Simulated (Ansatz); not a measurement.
Relaxing a structure of Ni

The start is a randomly generated symmetric cell of Ni (space group No. 227). The cell and all atomic positions are relaxed at zero pressure with r2SCAN (plane waves to 500 eV, PAW, scalar-relativistic; Ansatz, a program for electronic structure). The first steps use a coarse 10×10×10 k-mesh.

The start:
```
Ni
1.0
    0.00000     2.89342     2.89342
    2.89342     0.00000     2.89342
    2.89342     2.89342     0.00000
Ni
4
Direct
  0.12500   0.12500   0.12500
  0.12500   0.12500   0.62500
  0.12500   0.62500   0.12500
  0.62500   0.12500   0.12500
```
Spin-polarised start, with parallel moments on Ni.

Question: What pressure does the first self-consistent step give?

Answer: +73.8 GPa (positive: the cell is compressed).

Question: By how much does the energy per atom fall from start to end?

Answer: 0.94 eV/atom.

Question: How does the volume per atom move from start to end?

Answer: +45.7 %, from 12.11 to 17.64 Å³/atom.

Question: How do the shortest distances between atoms change?

Answer: The closest pairs of elements (up to four, under 3.6 Å), start → end: Ni–Ni 2.05 → 2.32 Å.

Question: What band gap does the relaxed structure have at this level?

Answer: Zero (metallic).

Question: What magnetic moments remain?

Answer: Net 0.88 μB/atom, ferromagnetic.

Question: Give the final cell and atomic positions.

Answer: 
```cif
data_Ni16
_chemical_formula_sum 'Ni16'
_space_group_name_H-M_alt 'Fd-3m :1'
_space_group_IT_number 227
_space_group_name_Hall 'F 4d 2 3 -1d'
_cell_length_a 6.55969
_cell_length_b 6.55969
_cell_length_c 6.55969
_cell_angle_alpha 90.000
_cell_angle_beta 90.000
_cell_angle_gamma 90.000
loop_
_atom_site_label
_atom_site_type_symbol
_atom_site_symmetry_multiplicity
_atom_site_Wyckoff_symbol
_atom_site_fract_x
_atom_site_fract_y
_atom_site_fract_z
_atom_site_occupancy
Ni1 Ni 16 c 0.12500 0.12500 0.12500 1
```
(The calculation used a cell of 4 atoms; values per cell refer to that cell.)

The space group stays Fd-3m (No. 227) (the run could not lower it), with 4 atoms in the primitive magnetic cell. Final values are on a 12×12×12 k-mesh of the relaxed cell. Spin state reached: ferromagnetic (net 0.88 μB/atom), from parallel starting moments; other spin orders were not run from this start. r2SCAN tends to overstate moments in metals. The program's look for a lower electronic state was skipped, cut short or left open in this run.

The run could not lose the symmetry of its start: the end is stationary, and may be a saddle point rather than a minimum.

All atoms sit on sites fixed by symmetry, so only the cell could relax.

The relaxed structure here is a generated cell of Ni: the first start was made by a random draw of sites in a space group, and the end was not matched to a known phase here, so it may be hypothetical. Known forms of Ni include space group No. 225.
